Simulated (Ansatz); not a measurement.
**TeH₂NF₅ — ¹⁴N nuclear quadrupole resonance**

Cell: a COD entry, ions relaxed with PBE at fixed cell.

```cif
data_TeH2NF5
_symmetry_space_group_name_H-M 'P2_1'
_symmetry_Int_Tables_number 4
_cell_length_a 5.1630
_cell_length_b 9.0830
_cell_length_c 5.2620
_cell_angle_alpha 90.000
_cell_angle_beta 112.223
_cell_angle_gamma 90.000
loop_
_atom_site_label
_atom_site_type_symbol
_atom_site_symmetry_multiplicity
_atom_site_Wyckoff_symbol
_atom_site_fract_x
_atom_site_fract_y
_atom_site_fract_z
Te Te 2 a 0.4767 0.8490 0.7337
H3 H 2 a 0.0363 0.7099 0.5010
H5 H 2 a 0.2066 0.7288 0.2907
N N 2 a 0.2292 0.7010 0.4875
F9 F 2 a 0.7159 0.7043 0.9597
F11 F 2 a 0.7036 0.8531 0.5238
F13 F 2 a 0.7233 0.9845 0.9743
F15 F 2 a 0.2721 0.8471 0.9663
F17 F 2 a 0.2756 0.0170 0.5471
```

One atom of each set is listed.

The numbers come from a DFT calculation in Ansatz (PBE, plane waves and PAW, scalar-relativistic, 420 eV cutoff, Γ-centred 5×3×5 k-points, Fermi–Dirac smearing 0.02 eV).

¹⁴N: I = 1, Q = 20.44 mb (year-2017 value). Static lattice, zero field.

(1) At which frequencies do the ¹⁴N NQR lines lie?

Answers

(1) For I = 1 the lines are ν± = (3/4)|C_Q|(1 ± η/3) and ν₀ = |C_Q|η/2.

| site | atoms | V_zz (10²¹ V/m²) | C_Q (MHz) | η | line frequencies (MHz) |
| --- | --- | --- | --- | --- | --- |
| N | 2 | -8.61 | -4.26 | 0.62 | 1.33, 2.53, 3.86 |

Without spin–orbit coupling the gradients at and beside Te can be off by some per cent, at some sites by more.
